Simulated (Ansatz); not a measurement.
CsPbBr3 (cubic perovskite)

```xyz
5
Lattice="5.9378 0.0000 0.0000 0.0000 5.9378 0.0000 0.0000 0.0000 5.9378" Properties=species:S:1:pos:R:3 pbc="T T T"
Cs     0.0000     0.0000     0.0000
Pb     2.9689     2.9689     2.9689
Br     0.0000     2.9689     2.9689
Br     2.9689     2.9689     0.0000
Br     2.9689     0.0000     2.9689
```

The slice is a {110} plane (indices of the conventional cell) through the point (0.500, 0.500, 0.000) (fractional), spanned by u = [100] and v = [011] in vectors of this cell: u (5.94 Å) and v (8.40 Å, at 90° to u). It covers one period; positions are fractions (u, v).

Calculation: r2SCAN (plane waves to 500 eV, PAW, scalar-relativistic; Ansatz, a quantum-chemistry and plane-wave program). k mesh 6×6×6. These are valence fields of a PAW run, semicore shells included where kept as valence: close to a nucleus they are smooth pseudo fields. CsPbBr3 was relaxed with its symmetry unable to fall. Spin-orbit coupling is left out, though Pb is heavy. The PAW data are Ansatz's earlier set. This is a high-temperature form of CsPbBr3.

Task: Predict the map of the valence electron density on the slice.

Result: 
```
|89997653222223567999|
|99987643222223467899|
|99876543322233456789|
|87765433333333345677|
|66654433334333344566|
|55544333344433334455|
|54443333444443333444|
|55544333344433334455|
|66654433334333344566|
|87765433333333345677|
|99876543322233456789|
|99987643222223467899|
|89997653222223567999|
|08998653221223568998|
|89997653222223567999|
|99987643222223467899|
|99876543322233456789|
|87765433333333345677|
|66654433334333344566|
|55544333344433334455|
|54443333444443333444|
|55544333344433334455|
|66654433334333344566|
|87765433333333345677|
|99876543322233456789|
|99987643222223467899|
|89997653222223567999|
|08998653221223568998|
```
Scale: ten equal steps from -3.00 (start of '0') to 0.08 (end of '9'), in the order '0123456789'. Values: log₁₀ of the valence density in e/Å³. The map has 20 points along u (one character each, u = 0 at the left) and 28 along v (v = 0 in the bottom row). The scale is logarithmic, as a density can span decades between atoms and voids; values under 0.001 e/Å³ are set to 0.001.
